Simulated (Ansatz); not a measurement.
An Ansatz (a first-principles code) run. Input:

Ansatz 0.2 input:
```yaml
crystal:
  lattice:
    - [4.0334139447, 0.0, 0.0]
    - [0.0, 4.0334139447, 0.0]
    - [0.0, 0.0, 4.0334139447]
  atoms:
    - { symbol: Sc, position: [0.0, 0.0, 0.0] }
    - { symbol: F, position: [0.0, 0.0, 0.5] }
    - { symbol: F, position: [0.5, 0.0, 0.0] }
    - { symbol: F, position: [0.0, 0.5, 0.0] }
kpoints:
  mp_grid: { grid: [6, 6, 6] }
hamiltonian:
  xc: r2scan
  pseudopotentials: { azcp: { folder: ./paw }, kind: paw }
scf:
  occupations: { method: fixed }
phonons:
  method: dfpt
  response_accuracy: low
  qmesh: [3, 3, 3]
  interpolated_qmesh: [13, 13, 13]
  dielectric: true
  rigid_motions: translations
  temperatures: { t_max: 1000, t_step: 50 }
  qpath:
    path:
      - [[0.0, 0.0, 0.0], [0.0, 0.5, 0.0], [0.5, 0.5, 0.0], [0.0, 0.0, 0.0], [0.5, 0.5, 0.5], [0.0, 0.5, 0.0]]  # Γ-X-M-Γ-R-X
      - [[0.5, 0.5, 0.5], [0.5, 0.5, 0.0]]  # R-M
    npoints: 13
```

Output (shortened):

```
Pseudopotential: Sc, paw, valence charge 11
Pseudopotential: F, paw, valence charge 7
Functional definition: r2SCAN
Crystal: 4 atoms, lattice volume = 65.617 Å³
Basis set: ecut = 500 eV, 1743 PW (Γ), exchange–correlation on 240×240×240 points (512 copies of the dense FFT grid, shifted against one another)
Bands: 20, of which v1, the nominal top of the filled ones, is band 16 counted from 1 (15 counted from 0)
Symmetry: 48 space group operations
k-points: 80 of 216 (irreducible under 2 space group operations, time reversal used)
SCF iter   1: F=—  HF=-4578.816971 eV  |F-HF|=—  |Δ(HF+E_count)|=         —  Δρ=6.63e-2  dr2=3.32e0  dr2_τ=7.87e-2  ethr=3.10e-3  ⟨swp⟩=4.1  Hψ=6482  notcnv=0  defer=76
preconditioner: auto → Resta (q_TF=auto, 2.421 Å⁻¹)
SCF iter   2: F=—  HF=-4578.142461 eV  |F-HF|=—  |Δ(HF+E_count)|=   6.75e-1  Δρ=2.70e-2  dr2=6.11e-1  dr2_τ=4.26e-2  ethr=3.10e-3  ⟨swp⟩=3.0  Hψ=4000  notcnv=0  defer=120
SCF iter   3: F=—  HF=-4578.151539 eV  |F-HF|=—  |Δ(HF+E_count)|=   9.08e-3  Δρ=1.31e-2  dr2=1.89e-1  dr2_τ=6.09e-3  ethr=1.91e-3  ⟨swp⟩=2.1  Hψ=2413  notcnv=0  defer=77
SCF iter   4: F=—  HF=-4578.168596 eV  |F-HF|=—  |Δ(HF+E_count)|=   1.71e-2  Δρ=3.48e-3  dr2=2.11e-2  dr2_τ=7.85e-4  ethr=5.91e-4  ⟨swp⟩=2.7  Hψ=2638  notcnv=0  defer=71
SCF iter   5: F=—  HF=-4578.172461 eV  |F-HF|=—  |Δ(HF+E_count)|=   3.87e-3  Δρ=1.49e-3  dr2=1.93e-3  dr2_τ=6.78e-5  ethr=6.60e-5  ⟨swp⟩=3.0  Hψ=3159  notcnv=0  defer=145
SCF iter   6: F=—  HF=-4578.175359 eV  |F-HF|=—  |Δ(HF+E_count)|=   2.90e-3  Δρ=2.99e-4  dr2=5.17e-5  dr2_τ=3.08e-6  ethr=6.03e-6  ⟨swp⟩=2.0  Hψ=2500  notcnv=0  defer=145
SCF iter   7: F=—  HF=-4578.175685 eV  |F-HF|=—  |Δ(HF+E_count)|=   3.26e-4  Δρ=4.41e-5  dr2=1.68e-6  dr2_τ=7.65e-8  ethr=1.61e-7  ⟨swp⟩=2.3  Hψ=2581  notcnv=0  defer=32
SCF iter   8: F=—  HF=-4578.175701 eV  |F-HF|=—  |Δ(HF+E_count)|=   1.59e-5  Δρ=1.08e-5  dr2=8.69e-8  dr2_τ=3.53e-9  ethr=5.25e-9  ⟨swp⟩=2.2  Hψ=2592  notcnv=0
SCF iter  10: F=-4578.175702 eV  HF=-4578.175702 eV  |F-HF|=3.64e-11  |Δ(HF+E_count)|=   1.01e-9  Δρ=2.94e-7  dr2=3.75e-11  dr2_τ=5.26e-12  ethr=1.00e-12  ⟨swp⟩=7.6  Hψ=9021  notcnv=0
SCF 1 converged in 10 iterations: F = -4578.175702 eV  dr2 = 3.75e-11
DFPT response loops at Γ: preconditioner auto → none (the input reference at scf.mixing.eps_inf says where Resta's filter doesn't serve); β = 0.50 …
NSCF: frozen V_eff on 20 k-points
NSCF: frozen V_eff on 192 k-points
DFPT response loops at q = (0, 0, 0.3333333333333333) (fractional): mixed as the last ones told, above
NSCF: frozen V_eff on 288 k-points
DFPT response loops at q = (0, 0.3333333333333333, 0.3333333333333333) (fractional): mixed as the last ones told, above
NSCF: frozen V_eff on 432 k-points
DFPT response loops at q = (0.3333333333333333, 0.3333333333333333, 0.3333333333333333) (fractional): mixed as the last ones told, above
WARN: on the 13×13×13 q-mesh 6 entries of the irreducible table, 4.370e-2 modes per cell, the lowest at -17.34 cm⁻¹, stand at or below zero and are read as no …
SCF converged after 10 iterations
Free energy (F): -4578.175702 eV
Harris-Foulkes:  -4578.175702 eV  (|F-HF|=3.64e-11)
Internal energy: -4578.175702 eV  (E = F + TS)
E sigma→0 (E₀):  -4578.175702 eV
Fermi energy:    -0.981007 eV
--- Per-component energies (eV) ---
  E_band       = -427.720567
  E_kinetic    = 803.171343
  E_local      = -3406.331222  (includes V_loc(G=0)·N_el)
  E_nonlocal   = 397.375378
  E_hartree    = 1301.980870
  E_xc         = -311.947238
  E_vxc        = -453.117167  (∫ρ·V_xc dr)
  E_paw        = -1619.929366  (= ΣΔE_a)
  E_vpaw       = -405.705737  (= ΣTr[D̂ρ^β])
  E_aug_tail   = 0.000813  (compensation charges beyond the density's cutoff)
  E_vtau       = 32.923987  (kinetic-family band-sum trace: ∫τ·v_τ [+ j·A + Jᵃ·Aᵃ] dr)
  E_ewald      = -1742.163613
  E_core_change = -0.332666  (= ΣΔE_core)
  E_smearing   =  0.000000  (= −TS)
  E_closure    =  0.000000  (closes the sum)
  Σ components = -4578.175702   (vs F -4578.175702, Δ=0.00e0)
  [band-id]    e_kinetic+e_local+e_nonlocal+2·e_hartree+e_vxc+e_vpaw+e_augmentation_tail+e_vtau = -427.720865   (vs E_band -427.720567, Δ=-2.97e-4)
--- Band table (eV; the first three rows and the last of 80) ---
  k-point 0: bands = ["-48.6488", "-26.3090", "-26.3090", "-26.3090", "-22.1341", "-21.8866", "-21.8866", "-2.6768", "-2.6768", "-2.6768", "-1.5503", "-1.5503", "-1.5503", "-1.5009", "-1.5009", "-1.5009", "5.9982", "5.9982", "5.9982", "7.6128"]
  k-point 1: bands = ["-48.6477", "-26.4413", "-26.3079", "-26.3079", "-22.0799", "-21.8854", "-21.7074", "-2.9452", "-2.6445", "-2.6445", "-1.7628", "-1.6548", "-1.6548", "-1.5786", "-1.5148", "-1.5148", "6.0074", "6.2069", "6.2069", "7.6361"]
  k-point 2: bands = ["-48.6454", "-26.6765", "-26.3059", "-26.3059", "-22.0521", "-21.8832", "-21.2901", "-3.6014", "-2.5521", "-2.5521", "-2.0679", "-1.9108", "-1.9108", "-1.6347", "-1.5132", "-1.5132", "6.0259", "6.6241", "6.6241", "7.6486"]
  k-point 79: bands = ["-48.6351", "-26.7725", "-26.7725", "-26.7725", "-21.0724", "-21.0724", "-21.0724", "-3.9944", "-3.8958", "-3.8958", "-3.1377", "-3.1377", "-3.1377", "-0.9810", "-0.9810", "-0.9810", "7.5170", "7.5170", "7.5170", "10.4118"]
--- Phonons (Γ-DFPT): 3 representative perturbations + reference, on 80 of 216 k-points (Σ response iterations 15) ---
  ASR residual: 1.748e-4 → 0.000e0 eV/Å²; symmetrization residual: 2.590e-5 eV/Å²
  ASR residual per site (eV/Å²): 4.02e-5 1.75e-4 1.75e-4 1.75e-4
  Γ frequencies (cm⁻¹): 0.00 0.00 0.00 133.31 133.31 133.31 198.19 198.19 198.19 467.07 467.07 467.07
  ε∞ (high-frequency dielectric tensor):
        2.120477     0.000000     0.000000
        0.000000     2.120477     0.000000
        0.000000     0.000000     2.120477
  ε⁰ (static dielectric tensor: ions relaxed, cell fixed):
        7.401422     0.000000     0.000000
        0.000000     7.401422     0.000000
        0.000000     0.000000     7.401422
  ε⁰ − ε∞ (ionic part):
        5.280945     0.000000     0.000000
        0.000000     5.280945     0.000000
        0.000000     0.000000     5.280945
  softest optical mode at Γ: 133.31 cm⁻¹; the repairs (sum rule, projections) moved no ω² at Γ by more than (2.64 cm⁻¹)²
  Born effective charges Z* (e; rows j = field, columns β = displacement):
    site 0:
         3.89891    0.00000    0.00000
         0.00000    3.89891    0.00000
         0.00000    0.00000    3.89891
    site 1:
        -0.65710    0.00000    0.00000
         0.00000   -0.65710    0.00000
         0.00000    0.00000   -2.58472
    site 2:
        -2.58472    0.00000    0.00000
         0.00000   -0.65710    0.00000
         0.00000    0.00000   -0.65710
    site 3:
        -0.65710    0.00000    0.00000
         0.00000   -2.58472    0.00000
         0.00000    0.00000   -0.65710
  Z* charge neutrality: 4.617e-5 e pre-enforcement
  k-mesh period / interband length: 24.2 Å / 1.04 Å = 23.27 at k = (0.0000, 0.0000, 0.0000), direct gap 7.499 eV — 14 or more, which is no proof of convergence
  optical modes at Γ without the LO–TO term, one row a degenerate level:
      ω (cm⁻¹)  modes    IR ((D/Å)²/amu)
        133.31      3             0.0000
        198.19      3            12.1744
        467.07      3            38.7137
  optical modes at Γ + LO–TO along q̂ = [1.0000, 0.0000, 0.0000]:
      ω (cm⁻¹)  modes    IR ((D/Å)²/amu)
        133.31      3             0.0000
        198.19      2             8.1162
        257.48      1             0.6954
        467.07      2            25.8091
        671.68      1            16.2673
  optical modes at Γ + LO–TO along q̂ = [0.0000, 1.0000, 0.0000]:
      ω (cm⁻¹)  modes    IR ((D/Å)²/amu)
        133.31      3             0.0000
        198.19      2             8.1162
        257.48      1             0.6954
        467.07      2            25.8091
        671.68      1            16.2673
  optical modes at Γ + LO–TO along q̂ = [0.0000, 0.0000, 1.0000]:
      ω (cm⁻¹)  modes    IR ((D/Å)²/amu)
        133.31      3             0.0000
        198.19      2             8.1162
        257.48      1             0.6954
        467.07      2            25.8091
        671.68      1            16.2673
  non-analytic LO–TO correction: the dipole-dipole term of the run's Born effective charges and high-frequency dielectric tensor (where they are solved with …
--- Phonons (arbitrary-q DFPT): 4 irreducible q on the 3×3×3 mesh ---
  q = [0.0000, 0.0000, 0.0000] (star 1, of the zone-centre solve; hermiticity 4.30e-6, symmetrization 1.98e-7):  0.00 0.00 0.00 133.31 133.31 133.31 198.19 198.19 198.19 467.07 467.07 467.07
  q = [0.0000, 0.0000, 0.3333] (star 6, 7 solved perturbations in 600 linear systems a pass and spin channel, the states on 96 of 216 k-point pairs; hermiticity 3.71e-6, symmetrization 1.34e-11): 55.40 55.40 137.99 153.46 153.46 166.60 186.50 186.50 386.16 465.57 465.57 622.60
  q = [0.0000, 0.3333, 0.3333] (star 12, 7 solved perturbations in 888 linear systems a pass and spin channel, the states on 144 of 216 k-point pairs; hermiticity 1.01e-5, symmetrization 3.80e-11): 72.03 93.56 149.53 152.41 159.32 177.83 224.39 351.66 370.66 464.12 473.97 636.26
  q = [0.3333, 0.3333, 0.3333] (star 8, 3 solved perturbations in 468 linear systems a pass and spin channel, the states on 216 of 216 k-point pairs; hermiticity 7.58e-6, symmetrization 2.60e-11): 66.43 76.18 76.18 220.37 220.37 223.92 337.99 337.99 357.24 472.53 472.53 651.41
  sum rule: each row above includes the acoustic sum rule's correction from the zone centre's row sums; it moved no ω² by more than (1.58 cm⁻¹)²
  mesh force constants: q→R imaginary residual 1.48e-16; ASR residual 1.748e-4 → 0.000e0 eV/Å²; symmetrization residual 1.776e-14 eV/Å²
  interpolated dispersion: 81 rows × 12 modes
  density of states and harmonic sums: on the 13×13×13 q-mesh, interpolated from the force constants of a 3×3×3 supercell (with the dipole–dipole term)
  largest difference from the sums on the solved wave vectors: F 2.62e-3 eV, S 6.15e-6 and C_V 8.60e-6 eV/K
  zero-point energy: 0.205049 eV/cell   skipped modes (ω ≤ 0): 9, of them read as no rigid motion or as one in doubt …
```

Cost: roughly 40 core-minutes on shared cores.

Space group Pm-3m (ReO3 type). The first step of the workflow began from a Materials Project structure, measured or hypothetical; the Crystallography Open Database files this formula in space group No. 221, but the cells were not matched. Whether it is the stable phase at ambient conditions was not checked. Symmetry was held in the r²SCAN relaxation. The run is not spin-polarised.

Potentials: the earlier of the program's two PAW sets.

Ansatz is a plane-wave DFT program.
